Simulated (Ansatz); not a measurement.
# Structure relaxation, CdSe

The start is a generated cell, CdSe placed in the 6H structure type. A full variable-cell relaxation at zero pressure is run with PBE (plane waves to 420 eV, PAW, scalar-relativistic; Ansatz, an electronic-structure program). The first steps use a coarse 5×5×1 k-mesh.

Input geometry:
```
CELL_PARAMETERS angstrom
      4.36416     0.00000     0.00000
     -2.18208     3.77947     0.00000
      0.00000     0.00000    21.41473
ATOMIC_POSITIONS crystal
  Cd 0.00000 0.00000 0.00000
  Cd 0.00000 0.00000 0.50000
  Cd 0.66667 0.33333 0.83325
  Cd 0.33333 0.66667 0.33325
  Cd 0.66667 0.33333 0.16650
  Cd 0.33333 0.66667 0.66650
  Se 0.00000 0.00000 0.87460
  Se 0.00000 0.00000 0.37460
  Se 0.66667 0.33333 0.70785
  Se 0.33333 0.66667 0.20785
  Se 0.66667 0.33333 0.04150
  Se 0.33333 0.66667 0.54150
```

- Outcome: The space group stays P6₃mc (No. 186) (the run could not lower it); the end is AFLOW prototype AB_hP12_186_a2b_a2b (B6, as in SiC), with 12 atoms in the primitive cell
- Volume change: +1.0 %, from 29.43 to 29.73 Å³/atom
- Shortest distances (start → end): The closest pairs of elements (up to four, under 3.6 Å), start → end: Cd–Se 2.67 → 2.68 Å
- Optimiser moves: 3

Final structure:

Space group P6₃mc (No. 186); a = b = 4.381 Å, c = 21.462 Å, α = β = 90.00°, γ = 120.00°

```
atom  site  symmetry       x       y       z
----  ----  --------  ------  ------  ------
Cd      2a       3m.  0.0000  0.0000  0.4998
Cd      2b       3m.  0.3333  0.6667  0.3332
Cd      2b       3m.  0.6667  0.3333  0.1665
Se      2a       3m.  0.0000  0.0000  0.3746
Se      2b       3m.  0.3333  0.6667  0.2081
Se      2b       3m.  0.6667  0.3333  0.0415
```

Final values are on a 7×7×2 k-mesh of the relaxed cell. No spin polarisation in the result.

The run could not lose the symmetry of its start.

The first start was generated by placing the elements on the sites of a structure type. A measured structure of CdSe has the same space group, P6₃mc (No. 186); the sites were not compared with it.
